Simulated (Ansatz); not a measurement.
Molecular dynamics on a 2×2×2 supercell (16 atoms) of MgS (zincblende), relaxed with r2SCAN. Forces come from r2SCAN in the PAW code Ansatz: a Langevin thermostat at fixed volume, 2200 K, steps of 2 fs. Computed, non-magnetic; the trajectory is short and the cell small, so nothing here is a converged average. The structure comes from a prototype and may be hypothetical.

```yaml
crystal:
  lattice:
    - [0.0, 5.6617536779, 5.6617536779]
    - [5.6617536779, 0.0, 5.6617536779]
    - [5.6617536779, 5.6617536779, 0.0]
  atoms:
    - { symbol: Mg, position: [0.0, 0.0, 0.0] }
    - { symbol: S, position: [0.125, 0.125, 0.125] }
    - { symbol: Mg, position: [0.0, 0.0, 0.5] }
    - { symbol: S, position: [0.125, 0.125, 0.625] }
    - { symbol: Mg, position: [0.0, 0.5, 0.0] }
    - { symbol: S, position: [0.125, 0.625, 0.125] }
    - { symbol: Mg, position: [0.0, 0.5, 0.5] }
    - { symbol: S, position: [0.125, 0.625, 0.625] }
    - { symbol: Mg, position: [0.5, 0.0, 0.0] }
    - { symbol: S, position: [0.625, 0.125, 0.125] }
    - { symbol: Mg, position: [0.5, 0.0, 0.5] }
    - { symbol: S, position: [0.625, 0.125, 0.625] }
    - { symbol: Mg, position: [0.5, 0.5, 0.0] }
    - { symbol: S, position: [0.625, 0.625, 0.125] }
    - { symbol: Mg, position: [0.5, 0.5, 0.5] }
    - { symbol: S, position: [0.625, 0.625, 0.625] }
kpoints:
  mp_grid: { grid: [2, 2, 2] }
hamiltonian:
  xc: r2scan
scf:
  occupations: { method: fermi_dirac, width: 0.19 }
md:
  ensemble: nvt_langevin
  temperature: 2200
  timestep: 2.0
  n_steps: 20
  initial_velocities: maxwell_boltzmann
  seed: 3507
```

Command: `ansatz run input.yaml --threads 4 --pin off --max-ram 3686MiB --backend cpu --events-out ev --progress --plain --runs-dir out`.

Question: How do temperature and energy develop?

Answer: The temperature starts at 2062 K, is lowest at step 12 (1028 K, 24 fs) and ends at 1419 K. The thermostat hasn't had time to restore it. The atoms start on their lattice sites with kinetic energy alone, so much of it first passes into potential energy. By the last step the atoms have moved 0.33 Å in the root mean square, the drift of the whole cell taken out, 0.49 Å at most.
```
step  t (fs)  T (K)  free energy F from step 0 (meV/atom)  kinetic energy (meV/atom)  largest force (eV/Å)
   0       0   2062                                   0.0                      266.6                  0.00
   1       2   2071                                   2.6                      267.7                  0.35
   2       4   2076                                  10.3                      268.3                  0.69
   3       6   2066                                  22.9                      267.0                  1.02
   4       8   2183                                  40.9                      282.2                  1.32
   5      10   1905                                  63.2                      246.3                  1.63
   6      12   1670                                  87.0                      215.9                  1.92
   7      14   1692                                 110.4                      218.7                  2.16
   8      16   1419                                 132.0                      183.4                  2.38
   9      18   1288                                 149.8                      166.5                  2.52
  10      20   1190                                 164.3                      153.9                  2.57
  11      22   1121                                 175.0                      144.9                  2.58
  12      24   1028                                 180.1                      132.9                  2.54
  13      26   1245                                 182.4                      160.9                  2.44
  14      28   1153                                 184.3                      149.0                  2.41
  15      30   1123                                 185.3                      145.2                  2.42
  16      32   1273                                 183.8                      164.6                  2.34
  17      34   1381                                 180.7                      178.5                  2.24
  18      36   1397                                 178.4                      180.5                  2.14
  19      38   1320                                 176.5                      170.7                  2.04
  20      40   1419                                 175.6                      183.4                  2.07
```

Positions (Å) and forces (eV/Å) at step 20:
```
Mg   0.000   0.060   0.208    -0.744  -0.866  -1.510
S    1.325   1.182   1.765     0.063   0.551  -1.532
Mg   2.853   2.559  -0.074    -0.266  -0.475   0.890
S    3.890   4.159   1.341     0.577   1.475  -0.072
Mg   2.667  -0.201   3.024     0.464  -0.892  -0.138
S    4.066   1.367   3.936     1.474   0.663   1.287
Mg   5.443   3.034   2.607     1.003  -1.324   0.668
S    7.066   3.935   4.391    -0.710   0.194  -0.677
Mg  -0.206   2.679   2.655     0.643   0.348   1.792
S    1.304   4.436   4.102    -0.097  -0.689   1.005
Mg   2.845   5.770   2.951     0.164   0.248  -0.083
S    4.561   7.000   4.568    -0.471  -0.407  -1.162
Mg   3.120   2.914   5.500    -1.574  -0.060  -0.213
S    4.319   4.244   7.082    -1.178   0.022   0.408
Mg   5.830   5.359   5.827     1.093   1.649   0.031
S    7.361   7.403   7.237    -0.439  -0.437  -0.694
```
